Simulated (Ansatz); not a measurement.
YAl₃:
```cif
data_Al3Y
_chemical_formula_sum 'Y1 Al3'
_space_group_name_H-M_alt 'P 1'
_space_group_IT_number 1
_cell_length_a 4.24279
_cell_length_b 4.24279
_cell_length_c 4.24279
_cell_angle_alpha 90.000
_cell_angle_beta 90.000
_cell_angle_gamma 90.000
loop_
_space_group_symop_operation_xyz
  'x, y, z'
loop_
_atom_site_label
_atom_site_type_symbol
_atom_site_fract_x
_atom_site_fract_y
_atom_site_fract_z
_atom_site_occupancy
Y1 Y 0.00000 0.00000 0.00000 1
Al1 Al 0.00000 0.50000 0.50000 1
Al2 Al 0.50000 0.00000 0.50000 1
Al3 Al 0.50000 0.50000 0.00000 1
```

Relaxed with r²SCAN.

**Question.** Which orbitals make up the states near the Fermi level in r²SCAN in the plane-wave PAW code Ansatz?

**Answer.** Within 0.5 eV of the Fermi level: Al 3p 47 %, Y 4d 37 %, Al 3s 10 %. Projections are on Löwdin-orthogonalised atomic valence shells; empty p or d shells of many metals are not among them.

**Question.** Tabulate the density of states.

**Answer.** States/eV per cell of 4 atoms, in 0.25 eV bins, energy from the Fermi level.

| E (eV) | total | Al 3p | Y 4d | Al 3s |
|---|---|---|---|---|
| -7.85 | 0.95 | 0.42 | 0.05 | 0.40 |
| -7.60 | 0.88 | 0.40 | 0.07 | 0.35 |
| -7.35 | 0.80 | 0.37 | 0.09 | 0.29 |
| -7.10 | 0.83 | 0.39 | 0.12 | 0.27 |
| -6.85 | 0.79 | 0.37 | 0.12 | 0.24 |
| -6.60 | 0.70 | 0.33 | 0.09 | 0.22 |
| -6.35 | 0.73 | 0.35 | 0.09 | 0.23 |
| -6.10 | 0.82 | 0.39 | 0.09 | 0.26 |
| -5.85 | 0.97 | 0.46 | 0.11 | 0.32 |
| -5.60 | 1.32 | 0.60 | 0.16 | 0.45 |
| -5.35 | 1.55 | 0.63 | 0.23 | 0.60 |
| -5.10 | 1.80 | 0.60 | 0.37 | 0.77 |
| -4.85 | 1.53 | 0.55 | 0.32 | 0.60 |
| -4.60 | 1.26 | 0.48 | 0.27 | 0.46 |
| -4.35 | 1.12 | 0.44 | 0.26 | 0.38 |
| -4.10 | 1.02 | 0.43 | 0.24 | 0.31 |
| -3.85 | 1.00 | 0.45 | 0.24 | 0.26 |
| -3.60 | 1.19 | 0.61 | 0.27 | 0.25 |
| -3.35 | 1.48 | 0.84 | 0.32 | 0.25 |
| -3.10 | 1.59 | 0.88 | 0.37 | 0.26 |
| -2.85 | 1.45 | 0.87 | 0.33 | 0.19 |
| -2.60 | 1.75 | 1.14 | 0.36 | 0.17 |
| -2.35 | 2.33 | 1.60 | 0.51 | 0.14 |
| -2.10 | 2.82 | 1.84 | 0.77 | 0.13 |
| -1.85 | 3.28 | 1.99 | 1.10 | 0.11 |
| -1.60 | 2.74 | 1.62 | 0.96 | 0.10 |
| -1.35 | 1.77 | 0.99 | 0.65 | 0.08 |
| -1.10 | 1.33 | 0.71 | 0.51 | 0.07 |
| -0.85 | 1.16 | 0.59 | 0.47 | 0.07 |
| -0.60 | 1.25 | 0.62 | 0.53 | 0.07 |
| -0.35 | 1.23 | 0.60 | 0.52 | 0.08 |
| -0.10 | 1.16 | 0.56 | 0.47 | 0.09 |
| 0.15 | 1.15 | 0.54 | 0.41 | 0.13 |
| 0.40 | 1.02 | 0.46 | 0.30 | 0.18 |
| 0.65 | 1.43 | 0.62 | 0.39 | 0.31 |
| 0.90 | 2.07 | 0.92 | 0.59 | 0.40 |
| 1.15 | 2.62 | 1.21 | 0.79 | 0.41 |
| 1.40 | 1.65 | 0.75 | 0.52 | 0.23 |
| 1.65 | 1.65 | 0.72 | 0.51 | 0.25 |
| 1.90 | 1.83 | 0.74 | 0.58 | 0.31 |
| 2.15 | 1.36 | 0.45 | 0.49 | 0.24 |
| 2.40 | 2.16 | 0.71 | 0.81 | 0.32 |
| 2.65 | 2.76 | 0.84 | 1.10 | 0.37 |
| 2.90 | 2.68 | 0.64 | 1.11 | 0.31 |
| 3.15 | 3.21 | 0.81 | 1.35 | 0.44 |
| 3.40 | 3.01 | 0.87 | 1.33 | 0.37 |
| 3.65 | 3.43 | 1.00 | 1.43 | 0.42 |
| 3.90 | 3.19 | 0.89 | 1.45 | 0.39 |
| 4.15 | 2.98 | 0.85 | 1.37 | 0.37 |
| 4.40 | 2.35 | 0.80 | 0.81 | 0.35 |
| 4.65 | 2.32 | 0.78 | 0.75 | 0.42 |

Space group Pm-3m (Cu3Au type). The workflow started from a Materials Project entry (that database holds measured and hypothetical structures alike); the Crystallography Open Database copy checked does not list it. Whether it is the stable phase at ambient conditions was not checked. The r²SCAN relaxation kept the symmetry of its start; whether a distortion lowers the energy is not shown. No spin polarisation was allowed. Spin–orbit coupling is left out wherever it is not named.

Potentials: the later of the program's two PAW sets.
